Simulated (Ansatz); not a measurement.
Cu$_{3}$Pt:
```
Cu3Pt
1.0
    3.68473     0.00000     0.00000
    0.00000     3.68473     0.00000
    0.00000     0.00000     3.68473
Cu Pt
3 1
Cartesian
  0.00000   1.84236   1.84236
  1.84236   0.00000   1.84236
  1.84236   1.84236   0.00000
  0.00000   0.00000   0.00000
```

Relaxed with r²SCAN. Special points in fractions of this cell's reciprocal vectors: Γ (0.000, 0.000, 0.000); X (0.000, 0.500, 0.000); M (0.500, 0.500, 0.000); R (0.500, 0.500, 0.500).

### Question
List the band energies nearest the Fermi level at these points for r²SCAN (plane waves, PAW; program Ansatz).

### Answer
In eV from the Fermi level; about four levels below and three above (degenerate sets whole), none deeper than 8.9 eV; … stands for higher levels left out; points with the same levels are listed once.

```tsv
k	below	above
Γ	-0.74 -0.74 -0.10 -0.10 -0.10	2.00 2.00 2.00
X	-1.58 -1.26 -1.18 -0.15	7.05 7.05 8.03 8.03
M	-1.59 -1.59 -0.03 -0.03	0.89 1.91 9.59
R	-0.54 -0.54 -0.37 -0.37 -0.37	4.02 …
```

Space group Pm-3m (Cu3Au type). The first step of the workflow began from a Materials Project structure, measured or hypothetical; the Crystallography Open Database files this formula in space group No. 221, but the cells were not matched. Whether it is the stable phase at ambient conditions was not checked. The r²SCAN relaxation kept the symmetry of its start; whether a distortion lowers the energy is not shown. No spin polarisation was allowed. Scalar-relativistic: spin–orbit coupling is off unless named, which matters more the heavier the elements.

Potentials: the later of the program's two PAW sets.
